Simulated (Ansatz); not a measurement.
E(M) for AlNi3 (Pm-3m)

```
CELL_PARAMETERS angstrom
3.52305 0.00000 0.00000
0.00000 3.52305 0.00000
0.00000 0.00000 3.52305
ATOMIC_POSITIONS crystal
Al 0.00000 0.00000 0.00000
Ni 0.00000 0.50000 0.50000
Ni 0.50000 0.00000 0.50000
Ni 0.50000 0.50000 0.00000
```

Geometry: a structure from the Materials Project; nothing is relaxed.

Functional, mesh and filling: PBE, 10×10×10 k mesh, Fermi–Dirac smearing of 0.03 eV. PAW means Ansatz 0.2.0 on its default frozen-core files; LAPW is all-electron LAPW in Ansatz 0.2.0. Site moments are integrated in spheres about the atoms, whose radii differ between the methods. Start moments of the first PAW run (μB): Ni2 1.5, Ni3 1.5, Ni4 1.5.

The total moment M of the cell is held by giving each spin its own Fermi level. Half their difference over μB is the field that would hold M, so μB·B = dF/dM. Energies count from each method's free run. The held moment starts on the atoms that carry the free run's moments.

Q: Does the cell keep a net moment when the moments are free, and how does its energy change with a held moment?

A: The free run ends with M = 0.73 μB per cell. 
| M (μB/cell) | ΔF PAW (meV/cell) | ΔF LAPW (meV/cell) | B, PAW (T) | largest site moment, PAW (μB) | pressure, PAW (GPa) |
| --- | --- | --- | --- | --- | --- |
| 0.00 | +15.3 | – | – | 0.00 | 7.0 |
| 0.15 | +14.6 | – | -158 | 0.06 | 7.0 |
| 0.29 | +12.7 | – | -333 | 0.11 | 7.1 |
| 0.44 | +8.9 | +9.6 | -536 | 0.17 | 7.1 |
| 0.58 | +4.0 | +4.4 | -622 | 0.22 | 7.2 |
| 0.66 | +1.3 | – | -517 | 0.25 | 7.3 |
| 0.84 | +3.5 | – | +906 | 0.31 | 7.4 |
| 0.95 | +11.2 | +10.9 | +1603 | 0.34 | 7.5 |

Against an unpolarised PAW run, spin polarisation gains 3.8 meV per atom; the pressure goes from 7.0 to 7.3 GPa.

Separate runs put a uniform field on the spins (g = 2):

| field (T) | M PAW (μB/cell) | M LAPW (μB/cell) |
| --- | --- | --- |
| 500 | 0.775 | 0.778 |
| 1000 | 0.857 | – |

The rows needn't lie on one branch: at M = 0 the run is unmagnetised, so slopes across such rows needn't follow B.

The Ansatz runs typed with the search for lower states off end where their start leads. The magnetic state is the one that this cell and start allow. It needn't be the compound's measured order, which may need a larger cell or be absent.
